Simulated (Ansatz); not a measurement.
LaAs: projected DOS by orbital

```xyz
2
Lattice="0.0000 3.0625 3.0625 3.0625 0.0000 3.0625 3.0625 3.0625 0.0000" Properties=species:S:1:pos:R:3 pbc="T T T"
La    0.0000    0.0000    0.0000
As    3.0625    3.0625    3.0625
```

Atom numbers follow the list: La1, As2.

The cell is COD entry 9008656, as deposited and not checked against the literature; nothing was relaxed.

No spin–orbit coupling, which matters for the heavy atoms here.

These are results of DFT, PBEsol, all-electron LAPW, scalar-relativistic in Ansatz 0.2.0, not measurements.

Settings: a Γ-centred 12×12×12 k mesh, Fermi–Dirac smearing of 0.05 eV, basis error target 1 meV/atom, no spin polarisation.

States per eV for one atom of each kind, in 0.4 eV bins named by their centres, from the Fermi level, projected on a minimal set of Löwdin-orthogonalised atomic shells; orbitals are real harmonics on the Cartesian axes, equal curves share a column, and empty bins are left out, as is all above 2.2 eV, near the top of the computed bands.

La1 4f:

```
# E all fz3 fxz2=fyz2 fz(x2-y2) fxyz fx(x2-3y2)=fy(3x2-y2)
-9.1 0.02 0.01 0.00 0.00 0.00 0.00
-8.7 0.01 0.00 0.00 0.00 0.00 0.00
-2.7 0.01 0.00 0.00 0.00 0.00 0.00
-2.3 0.02 0.01 0.00 0.00 0.00 0.00
-1.9 0.02 0.00 0.00 0.00 0.00 0.00
-1.5 0.05 0.01 0.01 0.01 0.00 0.01
-1.1 0.10 0.02 0.02 0.01 0.00 0.02
-0.7 0.12 0.03 0.02 0.01 0.00 0.02
-0.3 0.08 0.02 0.01 0.00 0.00 0.02
0.1 0.01 0.00 0.00 0.00 0.00 0.00
0.5 0.04 0.01 0.01 0.01 0.00 0.01
0.9 0.10 0.02 0.01 0.01 0.01 0.01
1.3 0.25 0.04 0.03 0.03 0.04 0.04
1.7 0.63 0.11 0.08 0.06 0.11 0.09
2.1 1.32 0.23 0.18 0.15 0.16 0.20
```

La1 5d:

```
# E all dz2=dx2-y2 dxz=dyz=dxy
-9.5 0.13 0.06 0.00
-9.1 0.45 0.22 0.00
-8.7 0.07 0.03 0.00
-3.1 0.07 0.00 0.02
-2.7 0.29 0.02 0.08
-2.3 0.41 0.07 0.09
-1.9 0.27 0.06 0.05
-1.5 1.25 0.48 0.10
-1.1 1.33 0.28 0.25
-0.7 0.55 0.09 0.12
-0.3 0.13 0.02 0.03
0.1 0.06 0.00 0.02
0.5 0.21 0.00 0.07
0.9 0.40 0.00 0.13
1.3 0.63 0.01 0.20
1.7 0.82 0.01 0.27
2.1 0.88 0.02 0.28
```

As2 4p:

```
# E all pz=px=py
-3.1 0.12 0.04
-2.7 0.59 0.20
-2.3 0.99 0.33
-1.9 0.73 0.24
-1.5 2.24 0.75
-1.1 2.79 0.93
-0.7 1.20 0.40
-0.3 0.47 0.16
0.1 0.04 0.01
0.5 0.07 0.02
0.9 0.09 0.03
1.3 0.11 0.04
1.7 0.11 0.04
2.1 0.07 0.02
```

La1 6s:

```
# E all
-9.9 0.02
-9.5 0.13
-9.1 0.19
-8.7 0.03
-3.1 0.03
-2.7 0.14
-2.3 0.21
-1.9 0.11
-1.5 0.04
-1.1 0.01
1.3 0.01
1.7 0.02
2.1 0.02
```

As2 4s:

```
# E all
-9.9 0.03
-9.5 0.60
-9.1 2.27
-8.7 0.75
-2.7 0.01
-2.3 0.02
-1.9 0.01
-1.5 0.02
-1.1 0.02
-0.7 0.01
1.7 0.01
```
